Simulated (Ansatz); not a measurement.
InHO2:
```
CELL_PARAMETERS angstrom
      4.51952     0.00000     0.00000
      0.00000     5.27236     0.00000
      0.00000     0.00000     3.28571
ATOMIC_POSITIONS crystal
  In 0.50000 0.50000 0.50000
  In 0.00000 0.00000 0.00000
  H  0.50000 0.00000 0.50000
  H  0.00000 0.50000 0.00000
  O  0.27965 0.86928 0.50000
  O  0.72035 0.13072 0.50000
  O  0.77965 0.63072 0.00000
  O  0.22035 0.36928 0.00000
```

Relaxed with r²SCAN. Special points in fractions of this cell's reciprocal vectors: Γ (0.000, 0.000, 0.000); X (0.500, 0.000, 0.000); S (0.500, 0.500, 0.000); Y (0.000, 0.500, 0.000); Z (0.000, 0.000, 0.500); U (0.500, 0.000, 0.500); R (0.500, 0.500, 0.500); T (0.000, 0.500, 0.500).

List the band energies nearest the valence-band maximum at these points for r²SCAN in the plane-wave PAW code Ansatz.

In eV from the valence-band maximum; about four levels below and three above (degenerate sets whole), none deeper than 8.9 eV; points with the same levels are listed once.

| k | below | above |
|---|---|---|
| Γ | -0.24 -0.20 -0.07 0.00 | 2.68 7.57 8.02 |
| X | -0.55 -0.55 -0.47 -0.47 | 5.48 5.48 7.78 7.78 |
| S | -0.57 -0.57 -0.18 -0.18 | 6.54 6.54 7.29 7.29 |
| Y | -0.66 -0.66 -0.03 -0.03 | 5.56 5.56 10.06 10.06 |
| Z | -1.65 -1.65 -0.37 -0.37 | 7.33 7.33 10.12 10.12 |
| U | -0.58 -0.58 -0.15 -0.15 | 7.53 7.53 9.92 9.92 |
| R | -1.10 -1.10 -0.47 -0.47 | 6.86 6.86 9.55 9.55 |
| T | -0.47 -0.47 -0.10 -0.10 | 7.63 7.63 8.33 8.33 |

Space group Pnnm. The first step of the workflow began from a Materials Project structure, measured or hypothetical; the Crystallography Open Database copy checked does not list it. COD files the formula under space group No. 31, so this cell is another polymorph or a model. Its standing as an ambient phase is unchecked. Symmetry was held in the r²SCAN relaxation; whether a distortion lowers the energy is not shown. Spin–orbit coupling is left out wherever it is not named.

Potentials: the later of the program's two PAW sets.
